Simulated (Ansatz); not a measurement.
Si$_{2}$W:
```xyz
3
Lattice="4.3420 0.0000 0.0000 -2.1710 3.7603 0.0000 0.0000 0.0000 2.5936" Properties=species:S:1:pos:R:3 pbc="T T T"
W      0.0000     0.0000     0.0000
Si     0.0000     2.5069     1.2968
Si     2.1710     1.2534     1.2968
```

Relaxed with PBE. Special points in fractions of this cell's reciprocal vectors: Γ (0.000, 0.000, 0.000); M (0.500, 0.000, 0.000); K (0.333, 0.333, 0.000); A (0.000, 0.000, 0.500); L (0.500, 0.000, 0.500); H (0.333, 0.333, 0.500).

List the band energies nearest the Fermi level at these points for PBE in the plane-wave PAW code Ansatz.

In eV from the Fermi level; about four levels below and three above (degenerate sets whole), none deeper than 8.9 eV; points with the same levels are listed once.

```
k                          below                above
-  -----------------------------  -------------------
Γ        -5.39 -4.94 -1.46 -1.46  2.29 2.29 3.57 3.57
M        -6.41 -5.85 -3.23 -2.45       1.63 2.15 2.16
K        -8.77 -4.12 -2.64 -2.64       1.83 1.83 1.96
A  -2.03 -2.03 -1.67 -1.67 -1.18  0.82 5.32 6.47 6.47
L        -5.74 -5.71 -0.82 -0.23       0.46 0.70 1.75
H        -3.80 -2.24 -0.55 -0.55       0.62 0.62 5.03
```

Space group P6/mmm. The cell is a constructed one: a structure type filled with these elements; neither database checked (COD, Materials Project) lists it. It is not the phase usual at ambient conditions (space group No. 139). The PBE relaxation kept the symmetry of its start; its stability against distortions is not shown here. The run is not spin-polarised. Scalar-relativistic: spin–orbit coupling is off unless named, which matters more the heavier the elements.

Potentials: the later of the program's two PAW sets.
